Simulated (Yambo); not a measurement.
Yambo run on LaAlO₃ (space group R-3c, No. 167). The wavefunctions are norm-conserving PBEsol (Quantum ESPRESSO, 110 Ry, no spin-orbit coupling) ones on a 2×2×2 mesh (32 occupied bands); a = 5.351 Å, b = 5.351 Å, c = 5.351 Å, α = 60.15°, β = 60.15°, γ = 60.15°.

Yambo input:

```
rim_cut
gw0
dyson
el_el_corr
HF_and_locXC
ppa
em1d
RandQpts= 1000000
RandGvec= 1 Ry
EXXRLvcs= 110 Ry
VXCRLvcs= 440 Ry
Chimod= "HARTREE"
% BndsRnXp
 1 | 169 |
%
NGsBlkXp= 7 Ry
% LongDrXp
 1.0 | 1.0 | 1.0 |
%
PPAPntXp= 27.2114 eV
% GbndRnge
 1 | 114 |
%
GTermKind= "none"
DysSolver= "n"
ExtendOut
% QPkrange
 1 | 1 | 32 | 33 |
 3 | 3 | 32 | 32 |
%
```

k points by index: 1 = Γ, 3 = F.

Table of the .qp output:

```
#    K-point    Band    Eo [eV]    E [eV]    E-Eo [eV]    Vxc [eV]    Vnlxc [eV]    Sc|Eo [eV]    Sc|E [eV]    dSc/dw|Eo [eV]    Re(Z)    Im(Z)
#
    1    32    -0.050561    -0.178418    -0.127857    -20.04652    -25.29922    5.092705    5.124845    -6.834760    0.799249    -0.001092
    1    33    3.841981    5.178368    1.336387    -12.28253    -6.754943    -3.936849    -4.191199    -5.178706    0.840114    -0.895817E-3
    3    32    0.000000    -0.100910    -0.100910    -19.73630    -24.86056    4.997847    5.023354    -6.871335    0.798391    -0.001099
```
(The two width columns are left out.) Convergence of these settings isn't established.

Geometry of the Materials Project entry, not relaxed at this level.
